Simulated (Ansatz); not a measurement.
A geometry of Te away from equilibrium: step 3 of the relaxation of a relaxed Te cell shaken by Gaussian noise of σ = 0.08 Å a coordinate. Computed with PBE (plane waves to 420 eV, PAW, scalar-relativistic; Ansatz, a quantum-chemistry and plane-wave program). Γ-centred k-mesh 3×3×3 on the run's cell (coarser than for final values), Fermi–Dirac smearing 0.05 eV.

```
Te
1.0
    7.46628     0.00466     0.00932
    0.00466     7.54392     0.00235
    0.00932     0.00235     7.51838
Te
8
Cartesian
  5.28627   5.43884   5.59309
  1.53367   5.90101   1.81833
  2.32481   1.63725   5.56492
  5.70223   2.18882   2.04332
  3.68136   3.99959   4.01226
 -0.10027   7.30641   3.48203
  3.96697   0.27302   7.15449
  7.23253   3.63450   0.41742
```

### Question
What forces act on the atoms (eV/Å)?

### Answer
```csv
atom,Fx,Fy,Fz
Te1,-0.13,0.20,0.15
Te2,-0.61,0.05,0.13
Te3,0.17,0.16,-0.16
Te4,0.35,-0.25,0.23
Te5,-0.30,-0.18,0.25
Te6,0.14,-0.10,-0.61
Te7,0.18,-0.16,-0.20
Te8,0.20,0.27,0.20
```

### Question
What is the pressure?

### Answer
-0.4 GPa, compression positive.

### Question
How much energy per atom can still be gained by relaxing?

### Answer
0.21 eV/atom; the path ends in P4₃ (No. 78).

No spin polarisation in the result. No dispersion correction is included, so spacings between layers, chains or molecules are soft and tend to come out too large.

The end of the path is a generated cell of Te: the first start was made by placing the elements on the sites of a structure type, and the end was not matched to a known phase here, so it may be hypothetical. Known forms of Te include space group No. 152.
